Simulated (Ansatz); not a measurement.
Consider the following.

MoPd:
```
CELL_PARAMETERS angstrom
      1.31505    -5.22927     0.00000
      1.31505     5.22927     0.00000
      0.00000     0.00000     4.30378
ATOMIC_POSITIONS crystal
  Mo 0.67309 0.32691 0.25000
  Pd 0.93057 0.06943 0.25000
  Mo 0.32691 0.67309 0.75000
  Pd 0.06943 0.93057 0.75000
```

This is the PBEsol-relaxed structure.

Task: All from plane-wave PAW PBEsol (Ansatz code), unless another level is named. Give the formation energy from the elements (no fitted shifts).

Result: 0.013 eV/atom.

Task: Give the density of states at the Fermi level.

Result: 0.78 states/eV per atom (mean over ±0.08 eV).

Space group Cmcm. The start of the workflow was typed in or built on a structure type; neither database checked (COD, Materials Project) lists it. Whether it is the stable phase at ambient conditions was not checked. Symmetry was held in the PBEsol relaxation; whether a distortion lowers the energy is not shown. The run is not spin-polarised. The references are the lowest solids computed at this level, not always the standard phases. Spin–orbit coupling is left out wherever it is not named.

Potentials: the later of the program's two PAW sets.
